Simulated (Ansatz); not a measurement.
## Ansatz 0.2.0, relaxation: CsS$_{4}$I

Run with:

```bash
ansatz run input.yaml --threads 2 --pin off --max-ram 3584MiB --backend cpu --events-out ev --progress --plain --runs-dir out
```

Input:

```yaml
crystal:
  lattice:
    - [0.0, 6.695918, 0.0]
    - [6.695918, 0.0, 0.0]
    - [3.347959, 3.347959, -8.628082]
  atoms:
    - { symbol: S, position: [0.6692, 0.4387, 0.123] }
    - { symbol: S, position: [0.1887, 0.4578, 0.623] }
    - { symbol: S, position: [0.2078, 0.4383, 0.123] }
    - { symbol: S, position: [0.1883, 0.9192, 0.623] }
    - { symbol: S, position: [0.0808, 0.8113, 0.377] }
    - { symbol: S, position: [0.5613, 0.7922, 0.877] }
    - { symbol: S, position: [0.5422, 0.8117, 0.377] }
    - { symbol: S, position: [0.5617, 0.3308, 0.877] }
    - { symbol: I, position: [0.5, 0.5, 0.0] }
    - { symbol: I, position: [0.25, 0.75, 0.5] }
    - { symbol: Cs, position: [0.0, 0.0, 0.0] }
    - { symbol: Cs, position: [0.75, 0.25, 0.5] }
  symmetry: { tolerance: 0.0003 }
kpoints:
  mp_grid: { grid: [4, 4, 4], shift: [0, 0, 0] }
magnetization:
  spin_polarized: false
scf:
  occupations: { method: fermi_dirac }
  lower_state_search: "off"
hamiltonian:
  pseudopotentials: { kind: paw }
  xc: r2scan
basis:
  ecutwfc: 500
  fft_grid_basis: typed
relax:
  max_steps: 60
  cell: { p_target: 0.0 }
  f_tol: 0.03
output:
  forces: true
  stress: true
  eigenvalues: true
  bader: true
  populations: true
  elf: true
  write_potential: true
  volumetric_format: npy
  dos:
    e_range: [-12, 8]
    de: 0.05
    projected: { site_lists: { Cs: [Cs], I: [I], S: [S] } }
checkpoint:
  read: saved_state
```

Origin of the cell: a known structure type with other elements, at an estimated volume, so it need not be a known compound.

The smearing width isn't typed, so it takes its default of 0.1 eV.

The saved state is a converged single point of the same cell.

Output (shortened):

```
Warning: the atoms were moved onto the symmetric positions of the space group found under crystal.symmetry.tolerance 3.0e-4 (fractional; no operation is sought that the atoms, as they stand i […]
Pseudopotentials: kind: paw
Pseudopotential: S, paw, valence charge 6, recommended cutoff 500 eV (meta_gga), S.paw.azcp
Pseudopotential: I, paw, valence charge 17, recommended cutoff 500 eV (meta_gga), I.paw.azcp
Pseudopotential: Cs, paw, valence charge 9, recommended cutoff 500 eV (meta_gga), Cs.paw.azcp
Functional definition: r2SCAN
  exchange = r2scan_x(k0 = k0, k1 = k1, a1 = a1)
  correlation = r2scan_c
Crystal: 12 atoms, lattice volume = 386.843 Å³
Basis set: ecut = 500 eV, 9775 PW (Γ), exchange–correlation on 200×200×288 points (64 copies of the dense FFT grid, shifted against one another)
Bands: 62, of which v1, the nominal top of the filled ones, is band 50 counted from 1 (49 counted from 0)
[… 13 lines left out …]
Initial density: read from a saved state, or passed on in memory by an earlier SCF of this step, an earlier step, the calling program or the single point that the run made first
Functional: x = r2scan, c = r2scan; τ floored in thin density (d = 2e-4 eV/Å³)
SCF iter   1: F=-33648.971652 eV  HF=-33648.966681 eV  Δρ=7.27e-4  dr2=6.64e-4  dr2_τ=3.70e-4
SCF iter   2: F=-33648.972089 eV  HF=-33648.971732 eV  Δρ=3.76e-4  dr2=2.01e-4  dr2_τ=9.17e-5
SCF iter   3: F=-33648.972177 eV  HF=-33648.972172 eV  Δρ=3.62e-5  dr2=1.16e-5  dr2_τ=5.28e-7
SCF iter   4: F=-33648.972409 eV  HF=-33648.972409 eV  Δρ=1.73e-5  dr2=2.36e-6  dr2_τ=1.16e-7
SCF iter   5: F=-33648.972410 eV  HF=-33648.972410 eV  Δρ=4.90e-6  dr2=1.09e-7  dr2_τ=1.00e-8
SCF iter   6: F=-33648.972410 eV  HF=-33648.972410 eV  Δρ=1.06e-6  dr2=6.94e-9  dr2_τ=3.52e-10
relax step   1: F+E_penalty+E_count = -33648.972410 eV  Δ(F+E_penalty+E_count) = +0.000e0 eV  max|allowed force component| = 1.546e1 eV/Å  Δτ_max = 0.0000 Å  P = +38.744 GPa  Ω = 386.843 Å³ […]
relax step   2: F+E_penalty+E_count = -33667.962537 eV  Δ(F+E_penalty+E_count) = -1.899e1 eV  max|allowed force component| = 3.373e0 eV/Å  Δτ_max = 0.1954 Å  P = +9.266 GPa  Ω = 408.454 Å³  e […]
relax step   3: F+E_penalty+E_count = -33669.717011 eV  Δ(F+E_penalty+E_count) = -1.754e0 eV  max|allowed force component| = 1.592e0 eV/Å  Δτ_max = 0.0645 Å  P = +3.886 GPa  Ω = 437.233 Å³  e […]
relax step   4: F+E_penalty+E_count = -33670.347621 eV  Δ(F+E_penalty+E_count) = -6.306e-1 eV  max|allowed force component| = 4.955e-1 eV/Å  Δτ_max = 0.0777 Å  P = +0.997 GPa  Ω = 448.693 Å³ […]
relax step   5: F+E_penalty+E_count = -33670.463655 eV  Δ(F+E_penalty+E_count) = -1.160e-1 eV  max|allowed force component| = 1.806e-1 eV/Å  Δτ_max = 0.0367 Å  P = +0.224 GPa  Ω = 446.468 Å³ […]
relax step   6: F+E_penalty+E_count = -33670.530667 eV  Δ(F+E_penalty+E_count) = -6.701e-2 eV  max|allowed force component| = 1.756e-1 eV/Å  Δτ_max = 0.0748 Å  P = +0.230 GPa  Ω = 443.422 Å³ […]
relax step   7: F+E_penalty+E_count = -33671.117055 eV  Δ(F+E_penalty+E_count) = -5.864e-1 eV  max|allowed force component| = 1.480e0 eV/Å  Δτ_max = 0.1950 Å  P = +2.065 GPa  Ω = 427.030 Å³ […]
relax step   8: F+E_penalty+E_count = -33672.767566 eV  Δ(F+E_penalty+E_count) = -1.651e0 eV  max|allowed force component| = 8.226e-1 eV/Å  Δτ_max = 0.1944 Å  P = +4.294 GPa  Ω = 415.276 Å³ […]
relax step   9: F+E_penalty+E_count = -33672.771663 eV  Δ(F+E_penalty+E_count) = -4.097e-3 eV  max|allowed force component| = 4.345e0 eV/Å  Δτ_max = 0.1812 Å  P = +6.209 GPa  Ω = 449.241 Å³ […]
relax step  10: F+E_penalty+E_count = -33673.987736 eV  Δ(F+E_penalty+E_count) = -1.216e0 eV  max|allowed force component| = 1.573e0 eV/Å  Δτ_max = 0.1191 Å  P = -1.609 GPa  Ω = 485.769 Å³  e […]
relax step  11: F+E_penalty+E_count = -33674.801587 eV  Δ(F+E_penalty+E_count) = -8.139e-1 eV  max|allowed force component| = 1.002e0 eV/Å  Δτ_max = 0.1504 Å  P = -0.173 GPa  Ω = 469.181 Å³ […]
relax step  12: F+E_penalty+E_count = -33675.388190 eV  Δ(F+E_penalty+E_count) = -5.866e-1 eV  max|allowed force component| = 1.041e0 eV/Å  Δτ_max = 0.1948 Å  P = +1.568 GPa  Ω = 478.213 Å³ […]
[… 15 lines left out …]
relax step  28: F+E_penalty+E_count = -33678.891811 eV  Δ(F+E_penalty+E_count) = -7.734e-2 eV  max|allowed force component| = 1.280e-2 eV/Å  Δτ_max = 0.0225 Å  P = +0.327 GPa  Ω = 416.733 Å³ […]
relax step  29: F+E_penalty+E_count = -33678.948713 eV  Δ(F+E_penalty+E_count) = -5.690e-2 eV  max|allowed force component| = 3.063e-2 eV/Å  Δτ_max = 0.0071 Å  P = +0.213 GPa  Ω = 423.076 Å³ […]
relax step  30: F+E_penalty+E_count = -33678.930380 eV  Δ(F+E_penalty+E_count) = +1.833e-2 eV  max|allowed force component| = 2.023e-1 eV/Å  Δτ_max = 0.0493 Å  P = -0.045 GPa  Ω = 428.985 Å³ […]
relax step  31: F+E_penalty+E_count = -33678.970713 eV  Δ(F+E_penalty+E_count) = -2.200e-2 eV  max|allowed force component| = 1.712e-2 eV/Å  Δτ_max = 0.0069 Å  P = +0.148 GPa  Ω = 425.579 Å³ […]
relax step  32: F+E_penalty+E_count = -33678.987282 eV  Δ(F+E_penalty+E_count) = -1.657e-2 eV  max|allowed force component| = 4.775e-3 eV/Å  Δτ_max = 0.0083 Å  P = +0.115 GPa  Ω = 427.329 Å³ […]
relax step  33: F+E_penalty+E_count = -33678.999954 eV  Δ(F+E_penalty+E_count) = -1.267e-2 eV  max|allowed force component| = 1.027e-2 eV/Å  Δτ_max = 0.0046 Å  P = +0.031 GPa  Ω = 432.171 Å³ […]
relax step  34: F+E_penalty+E_count = -33679.001436 eV  Δ(F+E_penalty+E_count) = -1.482e-3 eV  max|allowed force component| = 1.877e-3 eV/Å  Δτ_max = 0.0036 Å  P = +0.027 GPa  Ω = 433.993 Å³ […]
relax step  35: F+E_penalty+E_count = -33679.016087 eV  Δ(F+E_penalty+E_count) = -1.465e-2 eV  max|allowed force component| = 1.311e-3 eV/Å  Δτ_max = 0.0000 Å  P = +0.069 GPa  Ω = 433.993 Å³  stress off target by 1.39e-1 GPa […]
relax step  36: F+E_penalty+E_count = -33679.017789 eV  Δ(F+E_penalty+E_count) = -1.702e-3 eV  max|allowed force component| = 1.072e-2 eV/Å  Δτ_max = 0.0019 Å  P = -0.014 GPa  Ω = 438.512 Å³ […]
relax step  37: F+E_penalty+E_count = -33679.017949 eV  Δ(F+E_penalty+E_count) = -1.602e-4 eV  max|allowed force component| = 7.522e-3 eV/Å  Δτ_max = 0.0037 Å  P = +0.014 GPa  Ω = 438.118 Å³ […]
relax step  38: F+E_penalty+E_count = -33679.018035 eV  Δ(F+E_penalty+E_count) = -8.612e-5 eV  max|allowed force component| = 4.739e-3 eV/Å  Δτ_max = 0.0022 Å  P = +0.004 GPa  Ω = 438.532 Å³ […]
relax step  39: F+E_penalty+E_count = -33679.018457 eV  Δ(F+E_penalty+E_count) = -4.218e-4 eV  max|allowed force component| = 4.757e-3 eV/Å  Δτ_max = 0.0000 Å  P = +0.004 GPa  Ω = 438.532 Å³  stress off target by 5.05e-3 GPa […]
SCF 39 converged in 5 iterations: F = -33679.018457 eV  dr2 = 5.81e-11
basis re-selected at this cell: Δ(F+E_penalty+E_count) = -4.218e-4 eV, ΔP = +0.000 GPa vs the last step (what re-selecting the basis moved, of the pressure what is left beyond the Pulay corre […]
SCF converged after 5 iterations
Free energy (F): -33679.018457 eV
Harris-Foulkes:  -33679.018457 eV  (|F-HF|=5.09e-11)
Internal energy: -33678.876768 eV  (E = F + TS)
E sigma→0 (E₀):  -33678.947613 eV
Entropy (-TS):   -0.141689 eV (-11.807 meV/atom)
Fermi energy:    3.112725 eV
--- Per-component energies (eV) ---
  E_band       = -1167.600718
  E_kinetic    = 1499.955678
  E_local      = -6877.430269  (includes V_loc(G=0)·N_el)
  E_nonlocal   = 107.915126
  E_hartree    = 3134.888698
  E_xc         = -1290.009497
  E_vxc        = -1299.851555  (∫ρ·V_xc dr)
  E_paw        = -24739.717761  (= ΣΔE_a)
  E_vpaw       = -935.829482  (= ΣTr[D̂ρ^β])
  E_aug_tail   = -0.000050  (compensation charges beyond the density's cutoff)
  E_vtau       = 67.862680  (kinetic-family band-sum trace: ∫τ·v_τ [+ j·A + Jᵃ·Aᵃ] dr)
  E_ewald      = -5513.846424
  E_core_change = -0.632270  (= ΣΔE_core)
  E_smearing   = -0.141689  (= −TS)
  Σ components = -33679.018457   (vs F -33679.018457, Δ=0.00e0)
--- Forces (eV/Å), atoms counted from 1 ---
  atom   1  S      0.000000     0.002762     0.004757
  atom   2  S     -0.002762    -0.000000     0.004757
  atom   3  S      0.000000    -0.002762     0.004757
  atom   4  S      0.002762    -0.000000     0.004757
  atom   5  S      0.000000    -0.002762    -0.004757
  atom   6  S      0.002762     0.000000    -0.004757
  atom   7  S     -0.000000     0.002762    -0.004757
  atom   8  S     -0.002762    -0.000000    -0.004757
  atom   9  I      0.000000     0.000000     0.000000
  atom  10  I      0.000000     0.000000    -0.000000
  atom  11  Cs     0.000000     0.000000    -0.000000
  atom  12  Cs     0.000000     0.000000     0.000000
  max |Σ_I F_I| component: 4.17e-17 eV/Å
--- Stress (GPa, compression-positive) ---
        0.003834       0.000000       0.000000
        0.000000       0.003834       0.000000
        0.000000       0.000000       0.005054
  P = ⅓ Tr σ = 0.0042 GPa (0.042 kbar)
--- Relaxed structure (36 steps of the walk, 35 accepted, 3 SCFs on fresh bases) ---
  F+E_penalty+E_count = -33679.018457 eV   max|allowed force component| = 4.757e-3 eV/Å   (the final SCF, on the basis selected at the relaxed cell)
  cell:  # Å, volume = 438.5325 Å³
    - [0.0, 5.204745, 0.0]
    - [5.204745, 0.0, 0.0]
    - [2.602372, 2.602372, -16.188362]
  atoms:
    - { symbol: S, position: [0.715837, 0.398155, 0.203691] }
    - { symbol: S, position: [0.148155, 0.330473, 0.703691] }
    - { symbol: S, position: [0.080473, 0.398155, 0.203691] }
    - { symbol: S, position: [0.148155, 0.965837, 0.703691] }
    - { symbol: S, position: [0.034163, 0.851845, 0.296309] }
    - { symbol: S, position: [0.601845, 0.919527, 0.796309] }
    - { symbol: S, position: [0.669527, 0.851845, 0.296309] }
    - { symbol: S, position: [0.601845, 0.284163, 0.796309] }
    - { symbol: I, position: [0.5, 0.5, 1.612e-19] }
    - { symbol: I, position: [0.25, 0.75, 0.500000] }
    - { symbol: Cs, position: [1.692e-18, 4.914e-19, 1.612e-19] }
    - { symbol: Cs, position: [0.75, 0.25, 0.500000] }
--- Löwdin populations: 12 sites ---
  site symbol       q [e]
     0      S      5.9623
     1      S      5.9623
     2      S      5.9623
     3      S      5.9623
     4      S      5.9623
     5      S      5.9623
     6      S      5.9623
     7      S      5.9623
     8      I     17.5539
     9      I     17.5539
    10     Cs      8.2406
    11     Cs      8.2406
  spilling = 0.007127 (of n_electrons = 100.000000)
--- Bader charges: 12 sites ---
  site symbol  charge [e]  shift [e]
     0      S     -0.0546     0.0000
     1      S     -0.0546     0.0000
     2      S     -0.0546     0.0000
     3      S     -0.0546     0.0000
     4      S     -0.0546     0.0000
     5      S     -0.0546     0.0000
     6      S     -0.0546     0.0000
     7      S     -0.0546     0.0000
     8      I     -0.6214     0.0000
     9      I     -0.6214     0.0000
    10     Cs      0.8399     0.0000
    11     Cs      0.8399     0.0000
  estimated error of the sums over rays = 1.2e-4 e
```

The starting structure.

Space group I4_1/amd (No. 141); the run's cell has a = 6.696 Å, b = 6.696 Å, c = 9.842 Å, α = 70.11°, β = 70.11°, γ = 90.00°. Shortest distances: I–S 1.87 Å, S–S 3.05 Å.

The relaxed structure.

Space group I4_1/amd (No. 141); the run's cell has a = 5.205 Å, b = 5.205 Å, c = 16.601 Å, α = 80.98°, β = 80.98°, γ = 90.00°. Shortest distances: S–S 1.90 Å.

- Free energy lowered by: 2503.8 meV/atom
- Volume change: 13.36 %
- Final pressure: 0.00 GPa
- Relaxation steps listed: 39
- Formation energy (elements under the same functional, gases as molecules, uncorrected): -0.377 eV/atom

Caveats: no dispersion correction, so spacings can come out too large where layers or molecules are weakly bound; no spin-orbit coupling, though heavy elements are present; the given cell is far from equilibrium, with atoms too close or a volume far off; the k mesh is coarse if the cell is a metal; the relaxation held the start's symmetry, so the end may be a saddle point.

The run took 1200 s of wall time on 2 CPU thread(s) of a shared host, from a saved density.
